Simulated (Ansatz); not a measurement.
**MnV (Pm-3m): majority and minority states**

```xyz
2
Lattice="2.9000 0.0000 0.0000 0.0000 2.9000 0.0000 0.0000 0.0000 2.9000" Properties=species:S:1:pos:R:3 pbc="T T T"
Mn    0.0000    0.0000    0.0000
V     1.4500    1.4500    1.4500
```

The geometry is a structure as deposited in COD, held fixed and not relaxed.

Settings: LDA, 11×11×11 k mesh, Fermi–Dirac smearing of 0.05 eV. LAPW is all-electron LAPW in Ansatz 0.2.0. Site moments are integrated in spheres about the atoms. Start moments (μB): Mn1 4, V2 2. DFT+U (Dudarev's form): U = 3.0 eV on Mn d, U = 3.0 eV on V d.

Density of states, smoothed by a Gaussian of 0.15 eV:

```json
{"E − E_F (eV)": "-7.00", "majority (states/eV/cell)": "0.06", "minority (states/eV/cell)": "0.08"}
{"E − E_F (eV)": "-6.70", "majority (states/eV/cell)": "0.08", "minority (states/eV/cell)": "0.10"}
{"E − E_F (eV)": "-6.40", "majority (states/eV/cell)": "0.10", "minority (states/eV/cell)": "0.11"}
{"E − E_F (eV)": "-6.10", "majority (states/eV/cell)": "0.12", "minority (states/eV/cell)": "0.13"}
{"E − E_F (eV)": "-5.80", "majority (states/eV/cell)": "0.16", "minority (states/eV/cell)": "0.16"}
{"E − E_F (eV)": "-5.50", "majority (states/eV/cell)": "0.22", "minority (states/eV/cell)": "0.19"}
{"E − E_F (eV)": "-5.20", "majority (states/eV/cell)": "0.60", "minority (states/eV/cell)": "0.25"}
{"E − E_F (eV)": "-4.90", "majority (states/eV/cell)": "1.47", "minority (states/eV/cell)": "0.51"}
{"E − E_F (eV)": "-4.60", "majority (states/eV/cell)": "1.96", "minority (states/eV/cell)": "0.74"}
{"E − E_F (eV)": "-4.30", "majority (states/eV/cell)": "1.92", "minority (states/eV/cell)": "0.56"}
{"E − E_F (eV)": "-4.00", "majority (states/eV/cell)": "1.96", "minority (states/eV/cell)": "0.39"}
{"E − E_F (eV)": "-3.70", "majority (states/eV/cell)": "2.06", "minority (states/eV/cell)": "0.80"}
{"E − E_F (eV)": "-3.40", "majority (states/eV/cell)": "2.35", "minority (states/eV/cell)": "1.25"}
{"E − E_F (eV)": "-3.10", "majority (states/eV/cell)": "2.22", "minority (states/eV/cell)": "1.56"}
{"E − E_F (eV)": "-2.80", "majority (states/eV/cell)": "1.60", "minority (states/eV/cell)": "1.07"}
{"E − E_F (eV)": "-2.50", "majority (states/eV/cell)": "0.79", "minority (states/eV/cell)": "1.55"}
{"E − E_F (eV)": "-2.20", "majority (states/eV/cell)": "0.53", "minority (states/eV/cell)": "1.46"}
{"E − E_F (eV)": "-1.90", "majority (states/eV/cell)": "0.37", "minority (states/eV/cell)": "1.28"}
{"E − E_F (eV)": "-1.60", "majority (states/eV/cell)": "0.26", "minority (states/eV/cell)": "1.84"}
{"E − E_F (eV)": "-1.30", "majority (states/eV/cell)": "0.27", "minority (states/eV/cell)": "2.16"}
{"E − E_F (eV)": "-1.00", "majority (states/eV/cell)": "0.30", "minority (states/eV/cell)": "1.77"}
{"E − E_F (eV)": "-0.70", "majority (states/eV/cell)": "0.30", "minority (states/eV/cell)": "1.12"}
{"E − E_F (eV)": "-0.40", "majority (states/eV/cell)": "0.18", "minority (states/eV/cell)": "0.55"}
{"E − E_F (eV)": "-0.10", "majority (states/eV/cell)": "0.24", "minority (states/eV/cell)": "0.18"}
{"E − E_F (eV)": "0.20", "majority (states/eV/cell)": "0.60", "minority (states/eV/cell)": "0.09"}
{"E − E_F (eV)": "0.50", "majority (states/eV/cell)": "0.60", "minority (states/eV/cell)": "0.09"}
{"E − E_F (eV)": "0.80", "majority (states/eV/cell)": "0.57", "minority (states/eV/cell)": "0.22"}
{"E − E_F (eV)": "1.10", "majority (states/eV/cell)": "0.62", "minority (states/eV/cell)": "0.83"}
{"E − E_F (eV)": "1.40", "majority (states/eV/cell)": "0.78", "minority (states/eV/cell)": "1.75"}
{"E − E_F (eV)": "1.70", "majority (states/eV/cell)": "1.01", "minority (states/eV/cell)": "2.57"}
{"E − E_F (eV)": "2.00", "majority (states/eV/cell)": "1.61", "minority (states/eV/cell)": "2.59"}
{"E − E_F (eV)": "2.30", "majority (states/eV/cell)": "0.88", "minority (states/eV/cell)": "2.14"}
{"E − E_F (eV)": "2.60", "majority (states/eV/cell)": "1.09", "minority (states/eV/cell)": "1.92"}
{"E − E_F (eV)": "2.90", "majority (states/eV/cell)": "1.06", "minority (states/eV/cell)": "2.19"}
{"E − E_F (eV)": "3.20", "majority (states/eV/cell)": "1.00", "minority (states/eV/cell)": "1.16"}
{"E − E_F (eV)": "3.50", "majority (states/eV/cell)": "0.99", "minority (states/eV/cell)": "0.39"}
{"E − E_F (eV)": "3.80", "majority (states/eV/cell)": "0.83", "minority (states/eV/cell)": "0.46"}
{"E − E_F (eV)": "4.10", "majority (states/eV/cell)": "1.36", "minority (states/eV/cell)": "0.43"}
{"E − E_F (eV)": "4.40", "majority (states/eV/cell)": "1.99", "minority (states/eV/cell)": "0.38"}
```

Task: What spin moment does the cell carry?

Result: 0.09 μB. Site moments (μB): Mn1 2.92, V2 -2.50.

Löwdin populations of d and f shells (filled inner shells left out):

```
 shell    up  down
Mn1 3d  4.55  1.34
 V2 3d  0.55  3.45
```

These are results for the start and cell typed. The real compound can order otherwise, in a larger cell, or not at all, since semilocal functionals at zero temperature often overstate magnetism.
